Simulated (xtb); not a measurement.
xtb single point, GFN2-xTB, GBSA implicit water, on ethylenediamine, C2H8N2 (SMILES NCCN), charge 0, multiplicity 1.

```
xtb m.xyz --gfn 2 --chrg 0 --uhf 0 --norestart --sp --gbsa water

12

N     -1.830274    -0.312187    -0.076698
C     -0.605272     0.466296    -0.002425
C      0.605294    -0.466281    -0.002432
N      1.830344     0.312113    -0.076731
H     -2.636891     0.301472    -0.103963
H     -1.919822    -0.904451     0.742984
H     -0.553382     1.119019     0.887683
H     -0.553457     1.103824    -0.887665
H      0.553434    -1.103773    -0.887683
H      0.553410    -1.119019     0.887655
H      2.636891    -0.301666    -0.104069
H      1.920071     0.904209     0.743075
```

The program's output:

```

          ...................................................
          :                      SETUP                      :
          :.................................................:
          :  # basis functions                  24          :
          :  # atomic orbitals                  24          :
          :  # shells                           16          :
          :  # electrons                        26          :
          :  max. iterations                   250          :
          :  Hamiltonian                  GFN2-xTB          :
          :  restarted?                      false          :
          :  GBSA solvation                   true          :
          :  PC potential                    false          :
          :  electronic temp.          300.0000000     K    :
          :  accuracy                    1.0000000          :
          :  -> integral cutoff          0.2500000E+02      :
          :  -> integral neglect         0.1000000E-07      :
          :  -> SCF convergence          0.1000000E-05 Eh   :
          :  -> wf. convergence          0.1000000E-03 e    :
          :  Broyden damping             0.4000000          :
          :  net charge                          0          :
          :  unpaired electrons                  0          :
          ...................................................

 iter      E             dE          RMSdq      gap      omega  full diag
   1    -14.3357010 -0.143357E+02  0.315E+00   10.42       0.0  T
   2    -14.3451751 -0.947408E-02  0.180E+00   10.56       1.0  T
   3    -14.3460503 -0.875199E-03  0.473E-01   10.58       1.0  T
   4    -14.3461682 -0.117864E-03  0.670E-02   10.53       1.0  T
   5    -14.3461698 -0.161338E-05  0.302E-02   10.53       1.0  T
   6    -14.3461702 -0.413329E-06  0.415E-03   10.53       7.0  T
   7    -14.3461702 -0.141365E-07  0.172E-03   10.53      16.8  T
   8    -14.3461702 -0.197864E-08  0.254E-04   10.53     113.7  T
   9    -14.3461702 -0.191136E-10  0.339E-05   10.53     850.6  T

   *** convergence criteria satisfied after 9 iterations ***

         #    Occupation            Energy/Eh            Energy/eV
      -------------------------------------------------------------
         1        2.0000           -0.6342869             -17.2598
       ...           ...                  ...                  ...
         7        2.0000           -0.5058112             -13.7638
         8        2.0000           -0.4947798             -13.4636
         9        2.0000           -0.4731462             -12.8750
        10        2.0000           -0.4454424             -12.1211
        11        2.0000           -0.4394825             -11.9589
        12        2.0000           -0.3682513             -10.0206
        13        2.0000           -0.3645886              -9.9210 (HOMO)
        14                          0.0223182               0.6073 (LUMO)
        15                          0.0843953               2.2965
        16                          0.1166976               3.1755
        17                          0.1284102               3.4942
        18                          0.1479439               4.0258
       ...                                ...                  ...
        24                          0.2862433               7.7891
      -------------------------------------------------------------
                  HL-Gap            0.3869068 Eh           10.5283 eV
             Fermi-level           -0.1711352 Eh           -4.6568 eV


         :::::::::::::::::::::::::::::::::::::::::::::::::::::
         ::                     SUMMARY                     ::
         :::::::::::::::::::::::::::::::::::::::::::::::::::::
         :: total energy             -14.174516795434 Eh    ::
         :: total w/o Gsasa/hb       -14.169396898428 Eh    ::
         :: gradient norm              0.003663577065 Eh/a0 ::
         :: HOMO-LUMO gap             10.528270696229 eV    ::
         ::.................................................::
         :: SCC energy               -14.346168684355 Eh    ::
         :: -> isotropic ES            0.026323508785 Eh    ::
         :: -> anisotropic ES          0.005665819242 Eh    ::
         :: -> anisotropic XC          0.014108583291 Eh    ::
         :: -> dispersion             -0.004994673245 Eh    ::
         :: -> Gsolv                  -0.006209357874 Eh    ::
         ::    -> Gelec               -0.001089460869 Eh    ::
         ::    -> Gsasa               -0.003374008681 Eh    ::
         ::    -> Ghb                 -0.003603331452 Eh    ::
         ::    -> Gshift               0.001857443127 Eh    ::
         :: repulsion energy           0.171651888921 Eh    ::
         :: add. restraining           0.000000000000 Eh    ::
         :: total charge              -0.000000000000 e     ::
         :::::::::::::::::::::::::::::::::::::::::::::::::::::

           -------------------------------------------------
[... lines cut ...]
        18                          0.1479439               4.0258
        19                          0.1537773               4.1845
        20                          0.1546879               4.2093
        21                          0.2366770               6.4403
        22                          0.2437978               6.6341
        23                          0.2451474               6.6708
        24                          0.2862433               7.7891
      -------------------------------------------------------------
                  HL-Gap            0.3869068 Eh           10.5283 eV
             Fermi-level           -0.1711352 Eh           -4.6568 eV

     #   Z          covCN         q      C6AA      α(0)
     1   7 N        2.630    -0.380    29.829     8.111
     2   6 C        3.732     0.020    20.330     6.436
     3   6 C        3.732     0.020    20.330     6.436
     4   7 N        2.630    -0.380    29.829     8.111
     5   1 H        0.860     0.161     1.327     1.804
     6   1 H        0.860     0.153     1.381     1.841
     7   1 H        0.922     0.001     3.039     2.726
     8   1 H        0.924     0.045     2.383     2.414
     9   1 H        0.924     0.045     2.383     2.414
    10   1 H        0.922     0.001     3.039     2.726
    11   1 H        0.860     0.161     1.327     1.804
    12   1 H        0.860     0.153     1.381     1.841

 Mol. C6AA /au·bohr⁶  :        968.471225
 Mol. C8AA /au·bohr⁸  :      19223.043986
 Mol. α(0) /au        :         46.666426

Wiberg/Mayer (AO) data.
largest (>0.10) Wiberg bond orders for each atom

 ---------------------------------------------------------------------------
     #   Z sym  total        # sym  WBO       # sym  WBO       # sym  WBO
 ---------------------------------------------------------------------------
     1   7 N    2.990 --     2 C    1.026     6 H    0.964     5 H    0.961
     2   6 C    3.986 --     1 N    1.026     3 C    1.000     8 H    0.975
                             7 H    0.968
     3   6 C    3.986 --     4 N    1.026     2 C    1.000     9 H    0.975
                            10 H    0.968
     4   7 N    2.990 --     3 C    1.026    12 H    0.964    11 H    0.961
     5   1 H    0.974 --     1 N    0.961
     6   1 H    0.977 --     1 N    0.964
     7   1 H    1.000 --     2 C    0.968
     8   1 H    0.998 --     2 C    0.975
     9   1 H    0.998 --     3 C    0.975
    10   1 H    1.000 --     3 C    0.968
    11   1 H    0.974 --     4 N    0.961
    12   1 H    0.977 --     4 N    0.964
 ---------------------------------------------------------------------------


molecular dipole:
                 x           y           z       tot (Debye)
 q only:        0.000      -0.000       0.329
   full:        0.000      -0.000       0.952       2.420
molecular quadrupole (traceless):
                xx          xy          yy          xz          yz          zz
 q only:        2.079      -1.219      -0.810       0.000      -0.000      -1.270
  q+dip:        1.795      -3.836      -1.348       0.000      -0.000      -0.447
   full:        2.610      -3.582      -1.364       0.000      -0.000      -1.246

           -------------------------------------------------
          | TOTAL ENERGY              -14.174516795434 Eh   |
          | GRADIENT NORM               0.003663577065 Eh/α |
          | HOMO-LUMO GAP              10.528270696229 eV   |
           -------------------------------------------------
```

The total energy is -385.71 eV, -0.15 eV from the same level's vacuum run.
